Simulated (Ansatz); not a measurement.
HfO2:
```cif
data_HfO2
_chemical_formula_sum 'Hf1 O2'
_space_group_name_H-M_alt 'P 1'
_space_group_IT_number 1
_cell_length_a 3.60456
_cell_length_b 3.60456
_cell_length_c 3.60456
_cell_angle_alpha 60.000
_cell_angle_beta 60.000
_cell_angle_gamma 60.000
loop_
_space_group_symop_operation_xyz
  'x, y, z'
loop_
_atom_site_label
_atom_site_type_symbol
_atom_site_fract_x
_atom_site_fract_y
_atom_site_fract_z
_atom_site_occupancy
Hf1 Hf 0.00000 0.00000 0.00000 1
O1 O 0.25000 0.25000 0.25000 1
O2 O 0.75000 0.75000 0.75000 1
```

Relaxed with PBE.

Question: Decompose the optical modes at the zone centre into irreducible representations, and say which are infrared and Raman allowed.

Answer: Point group m-3m: Γ_opt = T1u + T2g. Infrared: T1u. Raman: T2g.

Question: Assign frequencies (DFPT, PBE (plane waves, PAW; program Ansatz); without the LO–TO term).

Answer: T1u 216, T2g 563 cm⁻¹.

Space group Fm-3m (fluorite). This is a known high-temperature phase of the composition, computed here at zero pressure and temperature. The PBE relaxation kept the symmetry of its start. At this level the phase is dynamically unstable (imaginary phonons). The run is not spin-polarised. Scalar-relativistic: spin–orbit coupling is off unless named, which matters more the heavier the elements.

Potentials: the later of the program's two PAW sets.
